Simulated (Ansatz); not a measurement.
Input:

AlCr₂C:
```yaml
crystal:
  lattice:
    - [2.82353, 0.00000, 0.00000]
    - [-1.41177, 2.44525, 0.00000]
    - [0.00000, 0.00000, 12.63402]
  atoms:
    - { symbol: Al, position: [0.66667, 0.33333, 0.25000] }
    - { symbol: Al, position: [0.33333, 0.66667, 0.75000] }
    - { symbol: Cr, position: [0.33333, 0.66667, 0.41543] }
    - { symbol: Cr, position: [0.66667, 0.33333, 0.58457] }
    - { symbol: Cr, position: [0.66667, 0.33333, 0.91543] }
    - { symbol: Cr, position: [0.33333, 0.66667, 0.08457] }
    - { symbol: C, position: [0.00000, 0.00000, 0.50000] }
    - { symbol: C, position: [0.00000, 0.00000, 0.00000] }
```

This is the r²SCAN-relaxed structure. x, y and z are the axes in which the lattice vectors are written.

All from the program Ansatz at the r²SCAN level (PAW), unless another level is named. Predict the highest zone-centre frequency.

85.2 meV.

Next, the Hill bulk and shear moduli?

204 and 148 GPa.

What about the elastic constants (relaxed ions, GPa)?

C11 = 399, C12 = 91.2, C13 = 116, C33 = 390, C44 = 150.

Space group P6_3/mmc. The cell was relaxed with r²SCAN under the symmetry of its start; of distortions, only those at the zone centre were tested. The run is not spin-polarised. As this level gives no gap, shear constants depend on the k-mesh and smearing (Fermi–Dirac, 0.1 eV here). On the denser mesh and wider smearing of the elastic run this cell carries a stress of 0.5 GPa.

Potentials: the earlier of the program's two PAW sets.
